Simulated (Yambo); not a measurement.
Quantum ESPRESSO input (LDA, PseudoDojo standard norm-conserving files, scalar-relativistic) whose wavefunctions are converted with p2y:

```
&CONTROL
  calculation = 'nscf'
  pseudo_dir = './pseudo'
  outdir = './out'
/
&SYSTEM
  ibrav = 0
  nat = 10
  ntyp = 3
  ecutwfc = 96.0
  ecutrho = 384.0
  occupations = 'fixed'
  force_symmorphic = .true.
  nbnd = 305
/
&ELECTRONS
  conv_thr = 1e-08
  diago_full_acc = .true.
  diago_thr_init = 1e-08
/
ATOMIC_SPECIES
F 18.9984 F.upf
K 39.0983 K.upf
Co 58.9332 Co.upf
CELL_PARAMETERS angstrom
  0.000000000000   4.276665000000   4.276665000000
  4.276665000000   0.000000000000   4.276665000000
  4.276665000000   4.276665000000   0.000000000000
ATOMIC_POSITIONS crystal
F   0.785010000000   0.214990000000   0.214990000000
F   0.214990000000   0.785010000000   0.785010000000
F   0.214990000000   0.785010000000   0.214990000000
F   0.785010000000   0.214990000000   0.785010000000
F   0.214990000000   0.214990000000   0.785010000000
F   0.785010000000   0.785010000000   0.214990000000
K   0.250000000000   0.250000000000   0.250000000000
K   0.750000000000   0.750000000000   0.750000000000
K   0.500000000000   0.500000000000   0.500000000000
Co   0.000000000000   0.000000000000   0.000000000000
K_POINTS automatic
1 1 1 0 0 0
```

Yambo's initialisation report on symmetry, reciprocal space, the k grid and the gaps on this mesh:

```
  [02.02] Symmetries
  ==================

  Inversion symmetry    : yes
  Spatial inversion     : yes
  Inversion index       :  25
  K-space Time-reversal : no
  Magnetic symmetries   : no
  Group table correct   : yes
  Symmetries units      :  [cc]

  [02.03] Reciprocal space
  ========================

  nG shells         :   850
  nG charge         :  134435
  nG WFs            :  16865
  nC WFs            :  16865
  G-vecs. in first 80 shells:  [ Number ]
     1    9   15   27   51   59   65   89  113
    137   169   181   229   259   283   307   331   339
    387   411   459   531   537   561   609   645   701
    725   749   821   869   893   941   965  1037  1067
   1139  1211  1243  1291  1363  1411  1459  1471  1591
   1639  1687  1759  1807  1837  1893  1917  1989  2085
   2109  2133  2229  2277  2397  2421  2445  2565  2637
   2685  2733  2741  2837  2891  2975  3071  3119  3143
    3215   3287   3383   3479   3527   3647   3695   3719
  ...
  Shell energy in first 80 shells:  [ mHa ]
    0.00000      226.664      302.219      604.438      831.102      906.657      1208.88      1435.54      1511.09
    1813.31      2039.98      2417.75      2644.41      2719.97      3022.19      3248.85      3324.41      3626.63
    3853.29      3928.84      4231.06      4457.73      4835.50      5062.17      5137.72      5439.94      5666.60
    5742.16      6044.38      6271.04      6346.60      6648.81      6875.48      7253.25      7479.92      7555.47
    7857.69      8084.35      8159.91      8688.79      8764.35      9066.57      9293.23      9671.00      9897.67
    9973.22      10275.4      10502.1      10577.7      10879.9      11106.5      11182.1      11484.3      11711.0
    12088.8      12315.4      12391.0      12693.2      12919.9      12995.4      13297.6      13524.3      13599.8
    13902.1      14128.7      14506.5      14733.2      14808.7      15110.9      15337.6      15413.2      15715.4
    15942.0      16017.6      16319.8      16546.5      16924.3      17150.9      17226.5      17528.7
  ...

  [02.04] K-grid lattice
  ======================

  Compatible Grid is   : 0D
  K lattice UC volume  :  0.234962 [a.u.]

  IBZ K-points                                      :  1
  BZ  K-points                                      :  1

  K/Q-points units:
  rlu = crystal or reduced units; cc = cartesian coordinates; iku = interal k-units

  K [1]          [rlu]:  0.000000  0.000000  0.000000
         WF components:  16865

  [02.05] Energies & Occupations
  ==============================

  [X] === General ===
  [X] Electronic Temperature                        :  0.000000  0.000000 [eV K]
  [X] Bosonic    Temperature                        :  0.000000  0.000000 [eV K]
  [X] Finite Temperature mode                       : no
  [X] El. density                                   :  0.54973E+24 [cm-3]
  [X] Fermi Level                                   :  4.410791 [eV]

  [X] === Gaps and Widths ===
  [X] Conduction Band Min                           :  1.400959 [eV]
  [X] Valence Band Max                              :  0.000000 [eV]
  [X] Filled Bands                                  :   43
  [X] Empty Bands                                   :   44  305
  [X] Direct Gap                                    :  1.400959 [eV]
  [X] Direct Gap localized at k                     :  1
```
The gaps are LDA values on this mesh alone; only operations without fractional translations are kept.

Geometry of the Materials Project entry, not relaxed at this level.

The runs are not spin-polarised; magnetic order was not tried.
